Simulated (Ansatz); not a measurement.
NaCdCl₃, cubic perovskite, relaxed with r2SCAN in the PAW code Ansatz. Space group Pm-3m (No. 221), cubic; conventional cell a = 5.167 Å, 27.59 Å³ an atom. Na is surrounded by 12 Cl at 3.65 Å; Cd is surrounded by 6 Cl at 2.58 Å; Cl is surrounded by 2 Cd at 2.58 Å and 4 Na at 3.65 Å.

The axes x, y and z are those of this cell:
```xyz
5
Lattice="5.1673 0.0000 0.0000 0.0000 5.1673 0.0000 0.0000 0.0000 5.1673" Properties=species:S:1:pos:R:3 pbc="T T T"
Na    0.0000    0.0000    0.0000
Cd    2.5837    2.5837    2.5837
Cl    2.5837    2.5837    0.0000
Cl    2.5837    0.0000    2.5837
Cl    0.0000    2.5837    2.5837
```

Unstrained: The PBE gap is indirect, 1.891 eV (R to Γ), below the direct gap of 2.700 eV at Γ. r2SCAN gives an indirect gap of 2.601 eV, from R to Γ; the least direct gap is 3.427 eV at Γ. HSE06 gives an indirect gap of 3.260 eV, from R to Γ; the least direct gap is 4.144 eV at Γ. Meshes: PBE 6×6×6, r2SCAN 6×6×6, HSE06 4×4×4. Strains are changes of length per length, and xy shears are angles. After each strain the atoms were relaxed again with r2SCAN within the symmetry that the strain leaves, so tilts or polar shifts that break it weren't tested; points keep the names that they have in the unstrained zone. All values are calculated for a non-magnetic cell, which may be hypothetical.

Problem. Estimate what xy shear, engineering strain (angle) +4.0 % does to the gap.

Solution. PBE: the gap goes from 1.891 to 1.867 eV (-0.024 eV). r2SCAN: the gap goes from 2.601 to 2.575 eV (-0.026 eV). HSE06: the gap goes from 3.260 to 3.237 eV (-0.023 eV). The r2SCAN energy rises by 1.3 meV an atom.

Problem. Apply epitaxial -2.5 % in the xy plane, free normal strain +1.69 %. How far does the gap move, against the unstrained cell?

Solution. PBE: the gap goes from 1.891 to 1.841 eV (-0.050 eV). r2SCAN: the gap goes from 2.601 to 2.548 eV (-0.053 eV). HSE06: the gap goes from 3.260 to 3.215 eV (-0.045 eV). The r2SCAN energy rises by 8.7 meV an atom.

Problem. Apply isotropic +2.0 % on every length. How far does the gap move, against the unstrained cell?

Solution. PBE: the gap goes from 1.891 to 1.787 eV (-0.104 eV). r2SCAN: the gap goes from 2.601 to 2.486 eV (-0.115 eV). HSE06: the gap goes from 3.260 to 3.131 eV (-0.129 eV). The r2SCAN energy rises by 10.1 meV an atom.

Problem. Estimate what epitaxial -0.5 % in the xy plane, free normal strain +0.28 % does to the gap.

Solution. PBE: the gap goes from 1.891 to 1.885 eV (-0.006 eV). r2SCAN: the gap goes from 2.601 to 2.595 eV (-0.006 eV). HSE06: the gap goes from 3.260 to 3.256 eV (-0.004 eV). The r2SCAN energy rises by 0.3 meV an atom.

The runs are scalar-relativistic, without spin-orbit coupling.

The meshes of the hybrids are coarse, so their gaps aren't converged to the digits shown.
